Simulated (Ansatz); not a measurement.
PbSe (rock salt, Fm-3m), the program Ansatz at the PBE level (PAW). The conduction-band minimum lies at L, with 4 equivalent valleys. Second derivatives d²E/dk² of the lowest band at one valley (eV·Å²), along Cartesian directions:

```json
[
 {"direction": "[100]", "d²E/dk²": "58.20"},
 {"direction": "[010]", "d²E/dk²": "58.20"},
 {"direction": "[001]", "d²E/dk²": "58.20"},
 {"direction": "[110]", "d²E/dk²": "54.70"},
 {"direction": "[101]", "d²E/dk²": "61.89"},
 {"direction": "[011]", "d²E/dk²": "61.89"}
]
```

Find the principal effective masses, the density-of-states mass and the conductivity mass.

Off-diagonal terms follow from H_xy = H[110] − (H_xx + H_yy)/2, and m*/mₑ = 7.620 eV·Å² over each eigenvalue: 0.12, 0.12, 0.15. One valley's DOS mass (m₁m₂m₃)^(1/3) = 0.13, conductivity mass 3/(Σ 1/mᵢ) = 0.13 mₑ.

What effective density of states Nc follows at 300 K for parabolic valleys?

Nc = 2.509e19 × 4 × (0.13)^(3/2) ≈ 4.7e18 cm⁻³.

The cell was relaxed with PBE under the symmetry of its start. Spin–orbit coupling is left out wherever it is not named.

Potentials: the later of the program's two PAW sets.

Edges and masses are those of Kohn–Sham bands, whose gap is no quasiparticle gap.
